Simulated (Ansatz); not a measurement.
YGa:
```
YGa
1.0
    2.16924    -5.42175     0.00000
    2.16924     5.42175     0.00000
    0.00000     0.00000     4.06582
Y Ga
2 2
Cartesian
  2.16924  -3.91956   3.04936
  2.16924   3.91956   1.01645
  2.16924  -0.81155   3.04936
  2.16924   0.81155   1.01645
```

Relaxed with r²SCAN.

Problem. Give the Bader charges and basin volumes of the independent atoms, r²SCAN in the plane-wave PAW code Ansatz.

Solution. 

```
atom  Bader charge (e)  Bader volume (Å³)
----  ----------------  -----------------
Y1               +1.57               18.0
Ga3              -1.57               29.8
```

Space group Cmcm. The workflow started from an entry of the Crystallography Open Database (COD). Its standing as an ambient phase is unchecked. The r²SCAN relaxation kept the symmetry of its start; its stability against distortions is not shown here. The run is not spin-polarised.

Potentials: the later of the program's two PAW sets.
